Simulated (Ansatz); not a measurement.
Starting cell, Hf (hcp, Mg type):

```xyz
2
Lattice="3.2042 0.0000 0.0000 -1.6021 2.7749 0.0000 0.0000 0.0000 5.0691" Properties=species:S:1:pos:R:3 pbc="T T T"
Hf     0.0000     1.8500     3.8018
Hf     1.6021     0.9250     1.2673
```

In this cell atom 1 (Hf, nearest neighbour Hf at 3.138 Å; its periodic images, 3.2 Å or more away, move with it) is moved by s towards the nearest neighbour, unit vector (-0.511, -0.295, 0.808); all other atoms and the cell stay fixed.

These are PBE (plane waves to 420 eV, PAW, scalar-relativistic; Ansatz, a program for electronic structure) values and carry that method's errors. k mesh 13×13×8 (Γ-centred), Fermi-Dirac smearing 0.05 eV. The energy includes the smearing's −TS. With partly filled bands, energies and forces of such displacements shift with the k mesh and the smearing. Hf is run without spin polarisation. Hf was relaxed with its symmetry unable to fall. Spin-orbit coupling is left out, though Hf is heavy. ΔE is measured from the undisplaced structure. The last digit holds for this mesh only.

```json
[
 {"s (Å)": "-0.310", "ΔE (meV/cell)": "183.4"},
 {"s (Å)": "-0.248", "ΔE (meV/cell)": "withheld"},
 {"s (Å)": "-0.186", "ΔE (meV/cell)": "57.0"},
 {"s (Å)": "-0.124", "ΔE (meV/cell)": "23.3"},
 {"s (Å)": "-0.062", "ΔE (meV/cell)": "5.3"},
 {"s (Å)": "0.000", "ΔE (meV/cell)": "0.0"},
 {"s (Å)": "0.062", "ΔE (meV/cell)": "5.3"},
 {"s (Å)": "0.124", "ΔE (meV/cell)": "23.6"},
 {"s (Å)": "0.186", "ΔE (meV/cell)": "57.8"},
 {"s (Å)": "0.248", "ΔE (meV/cell)": "110.9"},
 {"s (Å)": "0.310", "ΔE (meV/cell)": "186.0"}
]
```

### Question
Fit a polynomial form (powers 2, 3, 4) to the given rows and predict ΔE at s = -0.248.

### Answer
Least squares on the 10 given rows: ΔE = (1508)·s² + (52.59)·s³ + (4327)·s⁴, in meV/cell with s in Å; root-mean-square residual 0.55 meV/cell. At -0.248 the fit gives 108.3 meV/cell; the calculation gives 109.4 meV/cell, so the interpolation is off by -1.1 (-1.0 %). The quadratic term alone would give 92.7 meV/cell.

(For displaced atoms, the force is minus the slope of the energy, and its curvature is a force constant, which sets phonon frequencies.)
